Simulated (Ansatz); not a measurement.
RuS₂:
```
CELL_PARAMETERS angstrom
      5.63192     0.00000     0.00000
      0.00000     5.63192     0.00000
      0.00000     0.00000     5.63192
ATOMIC_POSITIONS crystal
  Ru 0.00000 0.00000 0.00000
  Ru 0.50000 0.00000 0.50000
  Ru 0.50000 0.50000 0.00000
  Ru 0.00000 0.50000 0.50000
  S  0.38791 0.38791 0.38791
  S  0.11209 0.61209 0.88791
  S  0.88791 0.11209 0.61209
  S  0.61209 0.88791 0.11209
  S  0.61209 0.61209 0.61209
  S  0.88791 0.38791 0.11209
  S  0.11209 0.88791 0.38791
  S  0.38791 0.11209 0.88791
```

The program Ansatz at the r²SCAN level (PAW) gives a gap of 0.88 eV without spin–orbit coupling, maximum on the Γ–X line, 90 % of the way from Γ, minimum at Γ.

Question: What happens when spin–orbit coupling is switched on?

Answer: The gap shrinks by 0.01 eV, to 0.87 eV; maximum on the Γ–X line, 90 % of the way from Γ, minimum at Γ.

Question: Give the electron effective mass with spin–orbit coupling.

Answer: 0.37 mₑ (isotropic).

Question: Give the hole effective mass with spin–orbit coupling.

Answer: 0.60, 1.1, 3.0 mₑ (principal values).

Space group Pa-3. Symmetry was held in the r²SCAN relaxation; phonons on a q-mesh show no instability. The run is not spin-polarised.

Potentials: the later of the program's two PAW sets.
